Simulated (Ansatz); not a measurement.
Given:

Ga2W:
```cif
data_Ga4W2
_chemical_formula_sum 'Ga4 W2'
_space_group_name_H-M_alt 'P 1'
_space_group_IT_number 1
_cell_length_a 6.09184
_cell_length_b 5.07057
_cell_length_c 4.89649
_cell_angle_alpha 75.330
_cell_angle_beta 53.631
_cell_angle_gamma 51.039
loop_
_space_group_symop_operation_xyz
  'x, y, z'
loop_
_atom_site_label
_atom_site_type_symbol
_atom_site_fract_x
_atom_site_fract_y
_atom_site_fract_z
_atom_site_occupancy
Ga1 Ga 0.08346 0.41654 0.08346 1
Ga2 Ga 0.41654 0.08346 0.41654 1
Ga3 Ga 0.16654 0.83346 0.16654 1
Ga4 Ga 0.83346 0.16654 0.83346 1
W1 W 0.75000 0.75000 0.75000 1
W2 W 0.50000 0.50000 0.50000 1
```

This is the PBE-relaxed structure.

Q: All from DFT-PBE in the program Ansatz with PAW potentials, unless another level is named. Estimate the density of states at the Fermi level.

A: 0.37 states/eV per atom (mean over ±0.08 eV).

Q: Predict the formation energy from the elements (no fitted shifts).

A: 0.079 eV/atom.

Space group Fddd. The start of the workflow was typed in or built on a structure type; neither database checked (COD, Materials Project) lists it. Its standing as an ambient phase is unchecked. Symmetry was held in the PBE relaxation; whether a distortion lowers the energy is not shown. No spin polarisation was allowed. The references are the lowest solids computed at this level, not always the standard phases. Scalar-relativistic: spin–orbit coupling is off unless named, which matters more the heavier the elements.

Potentials: the later of the program's two PAW sets.
